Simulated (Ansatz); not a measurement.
C:
```cif
data_C2
_chemical_formula_sum 'C2'
_space_group_name_H-M_alt 'P6/mmm'
_space_group_IT_number 191
_space_group_name_Hall '-P 6 2'
_cell_length_a 2.45568
_cell_length_b 2.45568
_cell_length_c 3.76994
_cell_angle_alpha 90.000
_cell_angle_beta 90.000
_cell_angle_gamma 120.000
loop_
_atom_site_label
_atom_site_type_symbol
_atom_site_symmetry_multiplicity
_atom_site_Wyckoff_symbol
_atom_site_fract_x
_atom_site_fract_y
_atom_site_fract_z
_atom_site_occupancy
C1 C 2 c 0.33333 0.66667 0.00000 1
```

Relaxed at zero pressure with r²SCAN in the plane-wave PAW code Ansatz.

The volume is raised by 3 % and shape and atoms relax at that volume. What pressure results, and how do the axes share the change?

-0.4 GPa; a 0.0 %, b 0.0 %, c 2.9 %; the energy rises by 0 meV/atom.

Give the new structure.


Space group P6/mmm (No. 191); a = 2.4566 Å, b = 2.4566 Å, c = 3.8800 Å, α = 90.00°, β = 90.00°, γ = 120.00°

```tsv
atom	site	symmetry	x	y	z
C	2c	-6m2	0.3333	0.6667	0.0000
```

The phase is kept; no other phase was compared at this pressure.

The workflow started from a Materials Project entry (that database holds measured and hypothetical structures alike); the Crystallography Open Database copy checked does not list it. It is not the phase usual at ambient conditions (space group No. 194, 227). The cell was relaxed with r²SCAN under the symmetry of its start. At this level the phase is mechanically unstable. A crystal of weakly bound layers computed without a dispersion correction: the cell and the soft elastic constants depend strongly on that.

Potentials: the later of the program's two PAW sets.
